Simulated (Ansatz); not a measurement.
**Structure optimisation: tungsten, dhcp**

Theory: DFT, PBEsol, plane waves (420 eV) with PAW, scalar-relativistic (Ansatz 0.2.0). The PAW files were generated under PBE, with cores re-solved for the functional.

k-point mesh 13×13×4, Fermi-Dirac smearing 0.1 eV, no spin polarisation. Cell and atoms relax.

Starting structure:

```yaml
crystal:
  lattice:
    - [2.81941, 0.00000, 0.00000]
    - [-1.40970, 2.44168, 0.00000]
    - [0.00000, 0.00000, 9.20818]
  atoms:
    - { symbol: W, position: [0.00000, 0.00000, 0.00000] }
    - { symbol: W, position: [0.00000, 0.00000, 0.50000] }
    - { symbol: W, position: [0.33333, 0.66667, 0.25000] }
    - { symbol: W, position: [0.66667, 0.33333, 0.75000] }
```

Task: The pressure at the start is 2.1 GPa. By how much does the volume change?

Result: From 15.85 to 16.03 Å³ per atom, 1.1 %. The final cell has a = 2.762 Å, c = 9.705 Å (c/a = 3.514).

Task: How much energy does the relaxation gain?

Result: 37.6 meV per atom.
